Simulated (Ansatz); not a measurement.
The relaxed structure here is a generated cell of Ta: the first start was made by placing the elements on the sites of a structure type, and the end was not matched to a known phase here, so it may be hypothetical. Known forms of Ta include space group No. 229.

The end point of a relaxation of Ta. Method: PBEsol (plane waves to 420 eV, PAW, scalar-relativistic; Ansatz, an electronic-structure program).

```cif
data_Ta3
_chemical_formula_sum 'Ta3'
_space_group_name_H-M_alt 'P 1'
_space_group_IT_number 1
_cell_length_a 4.80746
_cell_length_b 4.80746
_cell_length_c 2.69603
_cell_angle_alpha 90.000
_cell_angle_beta 90.000
_cell_angle_gamma 120.000
loop_
_space_group_symop_operation_xyz
  'x, y, z'
loop_
_atom_site_label
_atom_site_type_symbol
_atom_site_fract_x
_atom_site_fract_y
_atom_site_fract_z
_atom_site_occupancy
Ta1 Ta 0.00000 0.00000 0.00000 1
Ta2 Ta 0.33333 0.66667 0.50000 1
Ta3 Ta 0.66667 0.33333 0.50000 1
```

Question: Determine the symmetry and give the standard cell with its independent sites.

Answer: Space group P6/mmm (No. 191); a = b = 4.8075 Å, c = 2.6960 Å, α = β = 90.00°, γ = 120.00°

| atom | site | symmetry | x | y | z |
|---|---|---|---|---|---|
| Ta | 1a | 6/mmm | 0.0000 | 0.0000 | 0.0000 |
| Ta | 2d | -6m2 | 0.3333 | 0.6667 | 0.5000 |

Question: Give the shortest distances between elements (the closest pairs, up to four, under 3.6 Å).

Answer: Ta–Ta 2.70 Å.

The volume per atom is 17.99 Å³ and the band gap is zero (metallic).

No spin polarisation in the result.

The run could not lower the symmetry of its start; a shaken copy of this end point relaxes with PBEsol to Im-3m (No. 229), 0.24 eV/atom lower.
